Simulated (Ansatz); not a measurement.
## ¹⁷O NMR of the central transition in TiO2 at a changed volume

Cell: a COD entry, relaxed with PBE at fixed cell and then changed (volume scaled by 0.98, ions relaxed).

Space group Pbca (No. 61); a = 5.1105, b = 9.1234, c = 5.4104 Å.

```csv
site,Wyckoff,site symmetry,x,y,z
Ti,8c,1,0.1389,0.1291,0.9040
O9,8c,1,0.4635,0.2309,0.8893
O17,8c,1,0.8140,0.0090,0.8498
```

One atom of each set is listed.

Method: Kohn–Sham DFT in Ansatz, PBE, plane waves and PAW, scalar-relativistic, 420 eV cutoff, Γ-centred 5×3×5 k-points, Fermi–Dirac smearing 0.02 eV.

¹⁷O has I = 5/2 and Q = -25.58 mb (Pyykkö 2018); at 18.8 T its Larmor frequency is ν₀ = 108.6 MHz. Only the quadrupole interaction is simulated: positions count from each site's isotropic chemical shift, and J coupling is left out, as are shift anisotropy and dipolar coupling, which fast spinning averages.

(1) What does the ¹⁷O spectrum (fast magic-angle spinning) show for each site?

## Answers

(1) 

```
site          first shell  C_Q (MHz)     η  P_Q (MHz)  δ_QIS (ppm)  breadth (kHz)
  O9  3 Ti at 1.90–2.05 Å       1.43  0.85       1.60        -1.30          0.317
 O17  3 Ti at 1.85–2.01 Å      -1.19  0.91       1.35       -0.921          0.223
```

δ_QIS = −(ν_Q²/30ν₀²)[I(I+1) − 3/4](1 + η²/3) × 10⁶ ppm with ν_Q = 3|C_Q|/[2I(2I−1)]; it falls as 1/B₀² in ppm, and the breadth as 1/B₀ in kHz.

At this changed cell the PBE pressure is 9 GPa.

The relaxation (5 steps) took 47 s of wall time (3 min of CPU time) and 1.2 GiB at its peak, on 4 threads of Arm Neoverse V2 (aarch64; 8 cores open to the job, memory cap 8.0 GiB, no GPU), a shared host with a load of 1.0 a core.
